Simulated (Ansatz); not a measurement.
Ca (fcc (Cu type)), relaxed and computed with several functionals in Ansatz (plane waves, PAW). Much of their spread follows the volume that each gives.

```tsv
functional	V (Å³/atom)	B₀ by P(V) fit (GPa)
LDA	37.99	19.1
r²SCAN	43.12	?
PBE	42.18	17.4
PBE+D3(BJ)	40.13	18.3
```

Problem. Fit a straight line to ln B₀ against ln V and predict the withheld value.

Solution. Least squares on the 3 shown rows: ln B₀ = -0.89 × ln V + (6.189), with a scatter of 0.3 %. For r²SCAN this gives 17.1. The run itself gave 17.9, a miss of 4.5 % of that, well beyond the scatter: the line misses something about this case.

All cells were relaxed under the symmetry of their starts (and spin orders); stability against distortions was not tested throughout.

Potentials: the later of the program's two PAW sets.

Ansatz (a quantum-chemistry and plane-wave program) is a plane-wave DFT program.
